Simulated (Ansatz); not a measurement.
CsPH2O4:
```yaml
crystal:
  lattice:
    - [4.88976, 0.00000, 0.00000]
    - [0.00000, 6.27652, 0.00000]
    - [-2.04877, 0.00000, 7.57668]
  atoms:
    - { symbol: Cs, position: [0.27580, 0.21928, 0.73310] }
    - { symbol: Cs, position: [0.72420, 0.71928, 0.26690] }
    - { symbol: H, position: [0.02810, 0.98000, 0.01945] }
    - { symbol: H, position: [0.97190, 0.48000, 0.98055] }
    - { symbol: H, position: [0.67576, 0.22495, 0.34827] }
    - { symbol: H, position: [0.32424, 0.72495, 0.65173] }
    - { symbol: P, position: [0.20093, 0.22901, 0.23561] }
    - { symbol: P, position: [0.79907, 0.72901, 0.76439] }
    - { symbol: O, position: [0.20817, 0.01745, 0.12804] }
    - { symbol: O, position: [0.79183, 0.51745, 0.87196] }
    - { symbol: O, position: [0.19904, 0.42453, 0.11845] }
    - { symbol: O, position: [0.80096, 0.92453, 0.88155] }
    - { symbol: O, position: [0.03384, 0.72459, 0.67096] }
    - { symbol: O, position: [0.96616, 0.22459, 0.32904] }
    - { symbol: O, position: [0.48786, 0.22370, 0.38568] }
    - { symbol: O, position: [0.51214, 0.72370, 0.61432] }
```

Cartesian axes are those of the cell as given.

Give the proper piezoelectric stress tensor with relaxed ions from plane-wave PAW PBEsol (Ansatz code).

In C/m², rows x, y, z, Voigt columns; mesh uncertainty up to 0.00.
```
 0.00   0.00   0.00  -0.02   0.00   0.01
 0.02   0.03   0.12   0.00   0.02   0.00
 0.00   0.00   0.00   0.06   0.00  -0.01
```

The elastic tensor of the same run (GPa):

|  | 1 | 2 | 3 | 4 | 5 | 6 |
|---|---|---|---|---|---|---|
| 1 | 103 | 9.8 | 11.3 | 0.0 | -3.0 | 0.0 |
| 2 | 9.8 | 30.8 | 14.9 | 0.0 | 0.0 | 0.0 |
| 3 | 11.3 | 14.9 | 30.5 | 0.0 | -2.3 | 0.0 |
| 4 | 0.0 | 0.0 | 0.0 | 9.6 | 0.0 | 1.7 |
| 5 | -3.0 | 0.0 | -2.3 | 0.0 | 5.5 | 0.0 |
| 6 | 0.0 | 0.0 | 0.0 | 1.7 | 0.0 | 6.3 |

Convert to strain constants d = e·S.

In pC/N:
```
 0.0   0.0   0.0  -2.5   0.0   1.8
 0.0  -1.5   5.0   0.0   5.4   0.0
 0.0   0.0   0.0   6.9   0.0  -2.8
```

Space group P2_1. The workflow started from a Materials Project entry (that database holds measured and hypothetical structures alike); the Crystallography Open Database files this formula in space group No. 4, but the cells were not matched. Its standing as an ambient phase is unchecked. The cell was relaxed with PBEsol under the symmetry of its start; of distortions, only those at the zone centre were tested. Scalar-relativistic: spin–orbit coupling is off unless named, which matters more the heavier the elements.

Potentials: the later of the program's two PAW sets.
